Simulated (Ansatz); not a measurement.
ZrN:
```
ZrN
1.0
    0.00000     2.29730     2.29730
    2.29730     0.00000     2.29730
    2.29730     2.29730     0.00000
Zr N
1 1
Cartesian
  2.29730   2.29730   2.29730
  0.00000   0.00000   0.00000
```

Relaxed with PBE. Special points in fractions of this cell's reciprocal vectors: Γ (0.000, 0.000, 0.000); X (0.500, 0.000, 0.500); U (0.625, 0.250, 0.625); K (0.375, 0.375, 0.750); L (0.500, 0.500, 0.500); W (0.500, 0.250, 0.750).

**Question.** List the band energies nearest the Fermi level at these points for DFT-PBE in the program Ansatz with PAW potentials.

**Answer.** In eV from the Fermi level; about four levels below and three above (degenerate sets whole), none deeper than 8.9 eV; … stands for higher levels left out; points with the same levels are listed once.

```json
[
 {"k": "Γ", "below": "-2.67 -2.67 -2.67 -0.42 -0.42 -0.42", "above": "…"},
 {"k": "X", "below": "-4.59 -3.47 -3.18 -3.18", "above": "3.32 4.47 4.47"},
 {"k": "U", "below": "-5.50 -4.76 -4.46 -0.72", "above": "3.35 3.62 5.08"},
 {"k": "L", "below": "-7.65 -5.68 -5.68", "above": "2.97 3.03 3.03"},
 {"k": "W", "below": "-5.43 -4.76 -4.76", "above": "0.99 0.99 4.48"}
]
```

Space group Fm-3m (rock salt). The cell was relaxed with PBE under the symmetry of its start. No spin polarisation was allowed. With an odd number of electrons in the cell and no spin polarisation, the count alone makes it a metal. Spin–orbit coupling is left out wherever it is not named.

Potentials: the later of the program's two PAW sets.
